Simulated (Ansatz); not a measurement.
Starting cell, Zr (hcp, Mg type):

```xyz
4
Lattice="6.4625 0.0000 0.0000 -1.6156 2.7984 0.0000 0.0000 0.0000 5.1732" Properties=species:S:1:pos:R:3 pbc="T T T"
Zr     0.0000     1.8656     3.8799
Zr     3.2313     1.8656     3.8799
Zr     1.6156     0.9328     1.2933
Zr     4.8469     0.9328     1.2933
```

In each cell atom 4 (Zr, nearest neighbour Zr at 3.189 Å; its periodic images, 3.2 Å or more away, move with it) moves by s·(0.707, 0.707, 0.000) (along Cartesian [110]), the rest being held.

Method: PBE (plane waves to 420 eV, PAW, scalar-relativistic; Ansatz, an electronic-structure program). k mesh 13×13×7 (Γ-centred), Fermi-Dirac smearing 0.05 eV. E stands for the smeared free energy. Left out: 4 of 11 points, with atoms too close for the PAW data. With partly filled bands, energies and forces of such displacements shift with the k mesh and the smearing. Zr is run without spin polarisation. Zr was relaxed with its symmetry unable to fall. ΔE is measured from the undisplaced structure. The last digit holds for this mesh only.

```
s (Å)   ΔE (meV/cell)
------  -------------
-0.576          847.5
-0.384          374.7
-0.192           98.2
0.000             0.0
0.192            95.3
0.384           371.7
0.576        withheld
```

Task: Fit a polynomial form (powers 2, 3, 4) to the given rows and predict ΔE at s = 0.576.

Result: Least squares on the 6 given rows: ΔE = (2546)·s² + (-40.78)·s³ + (-49.78)·s⁴, in meV/cell with s in Å; root-mean-square residual 2.02 meV/cell. At 0.576 the fit gives 831.4 meV/cell; the calculation gives 861.3 meV/cell, so the extrapolation is off by -29.9 (-3.5 %). The quadratic term alone would give 844.7 meV/cell.

(For displaced atoms, the force is minus the slope of the energy, and its curvature is a force constant, which sets phonon frequencies.)
